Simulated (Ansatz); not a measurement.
The start is a generated trial cell of YSi2 in the AFLOW prototype A2B_oP12_62_2c_c (C37, as in Co2Si). A full variable-cell relaxation at zero pressure is run with r2SCAN (plane waves to 500 eV, PAW, scalar-relativistic; Ansatz, a quantum-chemistry and plane-wave program).

Ansatz input (later rounds restart from its end on a renewed k-mesh):
Ansatz 0.2 input:
```yaml
crystal:
  lattice:
    - [5.9762844, 0, 0]
    - [0, 4.542365, 0]
    - [0, 0, 8.6387568]
  atoms:
    - { symbol: Si, position: [0.538, 0.25, 0.782] }
    - { symbol: Si, position: [0.038, 0.25, 0.718] }
    - { symbol: Si, position: [0.462, 0.75, 0.218] }
    - { symbol: Si, position: [0.962, 0.75, 0.282] }
    - { symbol: Si, position: [0.174, 0.25, 0.062] }
    - { symbol: Si, position: [0.674, 0.25, 0.438] }
    - { symbol: Si, position: [0.826, 0.75, 0.938] }
    - { symbol: Si, position: [0.326, 0.75, 0.562] }
    - { symbol: Y, position: [0.702, 0.25, 0.111] }
    - { symbol: Y, position: [0.202, 0.25, 0.389] }
    - { symbol: Y, position: [0.298, 0.75, 0.889] }
    - { symbol: Y, position: [0.798, 0.75, 0.611] }
basis: { ecutwfc: 500, ecutrho_ratio: 4, xc_grid: 4, fft_grid_basis: typed }
kpoints: { mp_grid: { grid: [5, 6, 3] } }
hamiltonian:
  xc: r2scan
  dispersion: none
  pseudopotentials: { kind: paw }
scf: { occupations: { method: fermi_dirac, width: 0.05 } }
relax: { f_tol: 0.01, max_steps: 100, cell: { stress_tol: 0.02 } }
output: { forces: true, stress: true }
```

Problem. How large is the pressure on the unrelaxed cell, and of which sign?

Solution. +3 GPa (positive: the cell is compressed).

Problem. By how much does the energy per atom fall from start to end?

Solution. 0.50 eV/atom.

Problem. How do the shortest distances between atoms change?

Solution. The closest pairs of elements (up to four, under 3.6 Å), start → end: Si–Si 3.04 → 2.36 Å; Si–Y 2.82 → 2.97 Å.

Problem. Is the relaxed structure metallic? Give its gap.

Solution. No gap (metallic).

Problem. Write out the relaxed structure.

Solution. 
Space group Pnma (No. 62); a = 6.2136 Å, b = 3.8306 Å, c = 10.4540 Å, α = 90.00°, β = 90.00°, γ = 90.00°

```csv
atom,site,symmetry,x,y,z
Si,4c,.m.,0.1604,0.2500,0.3183
Si,4c,.m.,0.1849,0.2500,0.9131
Y,4c,.m.,0.1921,0.2500,0.6176
```

The space group stays Pnma (No. 62) (the run could not lower it), with 12 atoms in the primitive cell. Final values are on a 6×10×4 k-mesh of the relaxed cell. No spin polarisation in the result.

The run could not lose the symmetry of its start, so the end can be a saddle point.

The relaxed structure here is a generated cell of YSi2: the first start was made by placing the elements on the sites of a structure type, and the end was not matched to a known phase here, so it may be hypothetical.
